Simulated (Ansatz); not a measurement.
input.yaml

```yaml
crystal:
  lattice:
    - [-1.6260847795, 1.6260847795, 1.6260847795]
    - [1.6260847795, -1.6260847795, 1.6260847795]
    - [1.6260847795, 1.6260847795, -1.6260847795]
  atoms:
    - { symbol: Mo, position: [0.0, 0.0, 0.0] }
basis:
  ecutwfc: 500
kpoints:
  mp_grid: { grid: [18, 18, 18] }
hamiltonian:
  xc: r2scan
scf:
  occupations: { method: gaussian, width: 0.1 }
output:
  forces: true
  stress: true
  eigenvalues: true
  write_density: true
  write_potential: true
  elf: true
  volumetric_format: npy
```

Command:
```bash
ansatz run input.yaml --threads 1 --pin off --max-ram 2560MiB --backend cpu --events-out ev --progress --plain --runs-dir out
```

All numbers below come from Ansatz 0.2.0, DFT r2SCAN, scalar-relativistic, plane waves, PAW.

Part of what the program printed, abridged:

```
Pseudopotentials: kind: paw
Pseudopotential: Mo, paw, valence charge 14, recommended cutoff 500 eV (meta_gga)
Functional definition: r2SCAN
Crystal: 1 atom, lattice volume = 17.198 Å³
Basis set: ecut = 500 eV, 429 PW (Γ), exchange–correlation on 96×96×96 points (64 copies of the dense FFT grid, shifted against one another)
Bands: 11, of which v1, the nominal top of the filled ones, is band 7 counted from 1 (6 counted from 0)
Symmetry: 48 space group operations
Space group: Im-3m (ITA 229), of the structure as read, at distance tolerance 2.6e-5 Å
k-points: 195 of 5832
Initial density: superposition of atomic densities (neutral atoms: chi_scale 0, normalization atom), corrected by the library's trained network
Initial wavefunctions: pseudopotential atomic-orbital guess
Functional: x = r2scan, c = r2scan; τ floored in thin density (d = 2e-4 eV/Å³)
SCF iter   1: F=—  HF=-4967.483435 eV  |F-HF|=—  |Δ(HF+E_count)|=         —  Δρ=1.05e-2  dr2=1.46e-2  dr2_τ=2.19e-2  ethr=1.77e-3  ⟨swp⟩=5.1  Hψ=13116  notcnv=0
SCF iter   2: F=—  HF=-4967.483332 eV  |F-HF|=—  |Δ(HF+E_count)|=   1.02e-4  Δρ=3.78e-3  dr2=4.49e-4  dr2_τ=6.39e-4  ethr=1.04e-4  ⟨swp⟩=3.0  Hψ=5664  notcnv=0  defer=16
SCF iter   3: F=—  HF=-4967.483687 eV  |F-HF|=—  |Δ(HF+E_count)|=   3.55e-4  Δρ=1.81e-3  dr2=1.07e-4  dr2_τ=2.06e-5  ethr=3.21e-6  ⟨swp⟩=1.1  Hψ=2210  notcnv=0  defer=16
SCF iter   4: F=—  HF=-4967.483802 eV  |F-HF|=—  |Δ(HF+E_count)|=   1.15e-4  Δρ=6.92e-5  dr2=3.59e-7  dr2_τ=6.61e-8  ethr=7.65e-7  ⟨swp⟩=3.0  Hψ=3618  notcnv=0  defer=16
SCF iter   5: F=—  HF=-4967.483802 eV  |F-HF|=—  |Δ(HF+E_count)|=   6.97e-9  Δρ=1.26e-5  dr2=2.27e-8  dr2_τ=5.74e-9  ethr=2.56e-9  ⟨swp⟩=2.0  Hψ=3320  notcnv=0  defer=16
SCF iter   6: F=-4967.483802 eV  HF=-4967.483802 eV  |F-HF|=2.04e-10  |Δ(HF+E_count)|=   3.49e-9  Δρ=1.70e-6  dr2=3.83e-10  dr2_τ=1.45e-11  ethr=1.62e-10  ⟨swp⟩=5.3  Hψ=11485  notcnv=0
SCF 1 converged in 6 iterations: F = -4967.483802 eV  dr2 = 3.83e-10
SCF converged after 6 iterations
Free energy (F): -4967.483802 eV
Harris-Foulkes:  -4967.483802 eV  (|F-HF|=2.04e-10)
Internal energy: -4967.481009 eV  (E = F + TS)
E sigma→0 (E₀):  -4967.482405 eV
Entropy (-TS):   -0.002793 eV (-2.793 meV/atom)
Fermi energy:    18.793089 eV
--- Per-component energies (eV) ---
  E_band       = -97.867968
  E_kinetic    = 435.842001
  E_local      = -849.340182  (includes V_loc(G=0)·N_el)
  E_nonlocal   = 141.653660
  E_hartree    = 277.579913
  E_xc         = -177.153008
  E_vxc        = -254.227441  (∫ρ·V_xc dr)
  E_paw        = -3216.724096  (= ΣΔE_a)
  E_vpaw       = -143.810687  (= ΣTr[D̂ρ^β])
  E_aug_tail   = 0.000003  (compensation charges beyond the density's cutoff)
  E_vtau       = 16.854261  (kinetic-family band-sum trace: ∫τ·v_τ [+ j·A + Jᵃ·Aᵃ] dr)
  E_ewald      = -1579.118097
  E_core_change = -0.221204  (= ΣΔE_core)
  E_smearing   = -0.002793  (= −TS)
--- Forces (eV/Å), atoms counted from 1 ---
  atom   1  Mo     0.00000000     0.00000000     0.00000000
--- Stress (GPa, compression-positive) ---
      -21.209574       0.000000       0.000000
        0.000000     -21.209574       0.000000
        0.000000       0.000000     -21.209574
  P = ⅓ Tr σ = -21.2096 GPa (-212.096 kbar)
--- Band table (eV; the first three rows and the last of 195) ---
  k-point 0: bands = ["-44.4607", "-17.1178", "-17.1178", "-17.1178", "11.4872", "17.5444", "17.5444", "17.5444", "20.5390", "20.5390", "33.9787"]
  k-point 1: bands = ["-44.4549", "-17.1531", "-17.1288", "-17.1179", "11.6169", "17.4740", "17.5330", "17.6621", "20.4366", "20.5406", "34.0667"]
  k-point 2: bands = ["-44.4380", "-17.2541", "-17.1605", "-17.1184", "11.9899", "17.2776", "17.4837", "18.0102", "20.2042", "20.5499", "34.2664"]
  k-point 194: bands = ["-44.1231", "-17.8880", "-17.8880", "-17.8880", "13.9007", "13.9007", "22.3911", "22.3911", "22.3911", "27.5286", "27.5286"]
```

The run converged.

It took 8.9 s on 1 thread of Intel(R) Xeon(R) Platinum 8259CL CPU @ 2.50GHz (Skylake/Cascade Lake), with other jobs on the host, peak memory 0.44 GiB.